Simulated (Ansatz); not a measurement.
# YbBi (WC-type structure)

The computed numbers are results of PBE+U (U_eff = 6 eV on Yb 4f), scalar-relativistic (collinear spin) in the plane-wave PAW code Ansatz at 420 eV, Γ-centred 8×8×8 mesh, 0.05 eV Gaussian smearing; PAW files: Ansatz's generated set soft_2.

```
Yb Bi
1.0
     4.07634    0.00000    0.00000
    -2.03817    3.53021    0.00000
     0.00000    0.00000    4.66251
Yb Bi
1 1
Direct
  0.00000 0.00000 0.00000
  0.66667 0.33333 0.50000
```

The structure was built from a prototype; whether the compound forms in it isn't claimed.

Magnetic state: non-magnetic, site spin moments none.

Cell and atoms are those of this level's equilibrium.

The cell has space group P-6m2 (read at 0.01 Å). In it the stress is 0.06, 0.06, -0.01, 0.00, 0.00, 0.00 GPa and the largest force component 0.000 eV/Å. Each change below starts from this cell, without further relaxation. Stress is in GPa, positive in compression, in the order xx, yy, zz, yz, xz, xy; energies are counted from the cell above and are free energies with the smearing's entropy, which match forces and stress in a metal.

Q: What happens when atom 2 (Bi) is moved by 0.08 Å along y?

A: The energy changes by 5.4 meV per cell, and the force on it along the shift is -0.139 eV/Å (−F/u = 1.74 eV/Å²). Stress: -0.40, 0.53, 0.08, 0.00, 0.00, 0.00.
| atom | Fx (eV/Å) | Fy | Fz |
| --- | --- | --- | --- |
| Yb1 | 0.000 | 0.139 | 0.000 |
| Bi2 | 0.000 | -0.139 | 0.000 |
In a harmonic crystal the energy would rise by −½F·u = ½ × 1.74 × 0.08² eV = 5.6 meV, close to the run's value; the rest is anharmonic or numerical.

Q: What stress follows from an engineering strain of 2 % in zz, atoms carried along?

A: -0.31, -0.31, -1.74, 0.00, 0.00, 0.00 GPa; the energy changes by 7.4 meV per cell.
The change of the stress over the strain gives a clamped-atom stiffness of about 87 GPa for this component, a secant value that lies under the elastic constant in tension and over it in compression, by several per cent for each per cent of strain.
In a harmonic crystal the energy would rise by V(½Cε² − σ₀ε), with σ₀ the stress of the unstrained cell, = 7.3 meV, which matches.

Spin–orbit coupling, which matters for such heavy elements, is left out. The run wasn't fully tested for a lower electronic state. The run holds 1.0 f electrons more on Yb than the trivalent ion has, so it is divalent here. In such compounds it is trivalent as a rule, so this state is likely an artefact, and the extra f charge swells the ion.
